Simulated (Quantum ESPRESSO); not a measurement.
**Band energies of MgS at -3 % isotropic strain**

```
MgS
1.0
    0.00000     2.51380     2.51380
    2.51380     0.00000     2.51380
    2.51380     2.51380     0.00000
Mg S
1 1
Cartesian
  0.00000   0.00000   0.00000
  2.51380   2.51380   2.51380
```

PBEsol (Quantum ESPRESSO, PseudoDojo norm-conserving, 84 Ry, without SOC); path ΓXWKΓLUWLK,UX; energies in eV from the valence-band maximum.

```csv
k (1/Å),point,band 4,band 5,band 6,band 7,band 8,band 9,band 10,band 11
0.00,Γ,-41.17,-13.31,0.00,0.00,0.00,4.45,7.76,7.76
0.34,,-41.17,-13.03,-1.23,-0.45,-0.45,5.75,6.57,8.46
0.68,,-41.17,-12.28,-3.11,-1.27,-1.27,4.95,5.01,9.29
1.02,,-41.18,-11.46,-4.49,-1.83,-1.83,3.26,4.09,12.01
1.25,X,-41.18,-11.24,-4.82,-1.95,-1.95,2.90,3.91,12.91
1.37,,-41.18,-11.23,-4.77,-2.08,-2.03,3.10,4.14,12.27
1.75,,-41.18,-11.18,-4.12,-3.31,-2.63,5.18,6.75,8.85
1.87,W,-41.18,-11.18,-3.74,-3.74,-2.69,5.60,7.96,7.96
2.10,,-41.18,-11.21,-4.13,-3.59,-2.15,4.75,6.91,9.15
2.32,K,-41.18,-11.24,-4.26,-3.65,-1.59,3.92,6.73,10.01
2.52,,-41.17,-11.38,-4.23,-3.66,-1.24,4.65,8.35,8.90
2.83,,-41.17,-11.96,-3.96,-2.44,-0.64,5.99,7.70,8.04
3.13,,-41.17,-12.71,-2.53,-1.12,-0.20,6.23,7.06,8.09
3.44,,-41.17,-13.21,-0.65,-0.19,-0.02,4.99,7.45,7.90
3.64,Γ,-41.17,-13.31,0.00,0.00,0.00,4.45,7.76,7.76
3.74,,-41.17,-13.29,-0.18,-0.02,-0.02,4.59,7.69,7.81
4.04,,-41.17,-12.94,-2.03,-0.24,-0.24,5.35,7.88,8.10
4.43,,-41.17,-12.07,-4.66,-0.61,-0.61,4.74,7.19,7.19
4.72,L,-41.17,-11.70,-5.47,-0.72,-0.72,4.53,6.90,6.90
5.05,,-41.17,-11.55,-5.15,-1.95,-1.00,5.23,6.58,7.74
5.38,,-41.18,-11.28,-4.31,-3.61,-1.48,4.16,7.33,9.53
5.49,U,-41.18,-11.24,-4.26,-3.65,-1.59,3.92,6.73,10.01
5.71,,-41.18,-11.21,-4.13,-3.59,-2.15,4.75,6.91,9.15
5.93,W,-41.18,-11.18,-3.74,-3.74,-2.69,5.60,7.96,7.96
6.02,,-41.18,-11.19,-3.86,-3.69,-2.57,5.58,7.69,8.06
6.37,,-41.17,-11.45,-4.89,-2.50,-1.36,5.71,6.18,8.62
6.64,,-41.17,-11.65,-5.37,-1.15,-0.82,4.97,6.53,7.17
6.82,L,-41.17,-11.70,-5.47,-0.72,-0.72,4.53,6.90,6.90
6.90,,-41.17,-11.69,-5.45,-0.83,-0.74,4.65,6.80,6.96
7.16,,-41.17,-11.54,-5.12,-2.02,-1.02,5.21,6.64,7.80
7.41,,-41.17,-11.32,-4.47,-3.39,-1.40,4.34,7.57,9.21
7.58,K,-41.18,-11.24,-4.26,-3.65,-1.59,3.92,6.73,10.01
7.58,U,-41.18,-11.24,-4.26,-3.65,-1.59,3.92,6.73,10.01
8.02,X,-41.18,-11.24,-4.82,-1.95,-1.95,2.90,3.91,12.91
```

The PBEsol gap is indirect, 2.90 eV, from Γ to X; the smallest direct gap is 4.45 eV.

Geometry strained from the cell relaxed with PBEsol, atoms relaxed again.
